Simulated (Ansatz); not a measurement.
TaS2:
Space group R-3m, hexagonal axes (No. 166); a = b = 3.2915 Å, c = 34.9743 Å, α = β = 90.00°, γ = 120.00°

```json
[
 {"atom": "Ta", "site": "6c", "symmetry": "3m", "x": "0.0000", "y": "0.0000", "z": "0.0816"},
 {"atom": "S", "site": "6c", "symmetry": "3m", "x": "0.0000", "y": "0.0000", "z": "0.2078"},
 {"atom": "S", "site": "6c", "symmetry": "3m", "x": "0.0000", "y": "0.0000", "z": "0.3710"}
]
```
(The calculation used a cell of 6 atoms; values per cell refer to that cell.)

Relaxed with LDA.

Q: Tabulate the valence density and the electron localisation function along the shortest Ta–Ta contact (3.29 Å), LDA (plane waves, PAW; program Ansatz).

A: 

```
distance from Ta (Å)  density (e/Å³)   ELF
--------------------  --------------  ----
0.33                            4.49  0.42
0.49                            4.21  0.69
0.66                            2.88  0.72
0.82                            1.45  0.54
0.99                            0.61  0.24
1.15                            0.33  0.14
1.32                            0.24  0.17
1.48                            0.21  0.25
1.65                            0.21  0.29
1.81                            0.21  0.25
1.97                            0.24  0.17
2.14                            0.33  0.14
2.30                            0.61  0.24
2.47                            1.45  0.54
2.63                            2.88  0.72
2.80                            4.21  0.69
2.96                            4.49  0.42
```

The density is the valence pseudo-density with augmentation charge, so density and ELF within about 1 Å of a nucleus are not all-electron values.

The first step of the workflow began from a Materials Project structure, measured or hypothetical; the Crystallography Open Database files this formula in space group No. 166, but the cells were not matched. Its standing as an ambient phase is unchecked. The cell was relaxed with LDA under the symmetry of its start; whether a distortion lowers the energy is not shown. The run is not spin-polarised. A crystal of weakly bound layers computed without a dispersion correction: the cell and the soft elastic constants depend strongly on that. Scalar-relativistic: spin–orbit coupling is off unless named, which matters more the heavier the elements.

Potentials: the later of the program's two PAW sets.
